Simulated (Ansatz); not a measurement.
# Si₃N₄: from a starting cell to a relaxed one

The start is a generated cell, Si3N4 placed in a common structure type. A full variable-cell relaxation at zero pressure is run with PBEsol (plane waves to 420 eV, PAW, scalar-relativistic; Ansatz, a program for electronic structure). First-step values are on the input's coarse k-mesh.

Ansatz input (later rounds restart from its end on a renewed k-mesh):
Ansatz 0.2 input:
```yaml
crystal:
  lattice:
    - [-2.987071, 2.987071, 2.987071]
    - [2.987071, -2.987071, 2.987071]
    - [2.987071, 2.987071, -2.987071]
  atoms:
    - { symbol: Si, position: [0.25, 0.625, 0.375] }
    - { symbol: Si, position: [0.75, 0.875, 0.125] }
    - { symbol: Si, position: [0.375, 0.25, 0.625] }
    - { symbol: Si, position: [0.125, 0.75, 0.875] }
    - { symbol: Si, position: [0.625, 0.375, 0.25] }
    - { symbol: Si, position: [0.875, 0.125, 0.75] }
    - { symbol: N, position: [0.166, 0.166, 0.166] }
    - { symbol: N, position: [0.5, 0, 0.334] }
    - { symbol: N, position: [0, 0.334, 0.5] }
    - { symbol: N, position: [0.334, 0.5, 0] }
    - { symbol: N, position: [0.666, 0.666, 0.666] }
    - { symbol: N, position: [0.5, 0, 0.834] }
    - { symbol: N, position: [0.834, 0.5, 0] }
    - { symbol: N, position: [0, 0.834, 0.5] }
basis: { ecutwfc: 420, ecutrho_ratio: 4, xc_grid: 2, fft_grid_basis: typed }
kpoints: { mp_grid: { grid: [5, 5, 5] } }
hamiltonian:
  xc: pbesol
  dispersion: none
  pseudopotentials: { kind: paw }
scf: { occupations: { method: fermi_dirac, width: 0.05 } }
relax: { f_tol: 0.01, max_steps: 100, cell: { stress_tol: 0.02 } }
output: { forces: true, stress: true }
```

```yaml
initial_pressure: "-2.1 GPa (negative: the cell is under tension)"
largest_initial_force: 3.42 eV/Å, on N7, N8, N9, N10, N11, N12, N13, N14 (atoms numbered as listed)
outcome: The space group stays I-43d (No. 220) (the run could not lower it), with 14 atoms in the primitive cell
band_gap_at_the_end: 3.98 eV, indirect (valence top at k = (0, 0.3333, 0.3333), conduction bottom at k = (0.1667, 0.1667, -0.1667)) (no spin-orbit coupling)
optimiser_moves: 12
```

Final structure:

Space group I-43d (No. 220); a = b = c = 6.4547 Å, α = β = γ = 90.00°

```
atom  site  symmetry       x       y       z
----  ----  --------  ------  ------  ------
Si     12a      -4..  0.0000  0.2500  0.3750
N      16c       .3.  0.2193  0.2193  0.2193
```
(The calculation used a cell of 14 atoms; values per cell refer to that cell.)

Final values are on a 6×6×6 k-mesh of the relaxed cell. No spin polarisation in the result.

The run could not lose the symmetry of its start.

The first start was generated by placing the elements on the sites of a structure type. A measured structure of Si3N4 has the same space group, I-43d (No. 220); the sites were not compared with it. Another known form has space group No. 176.
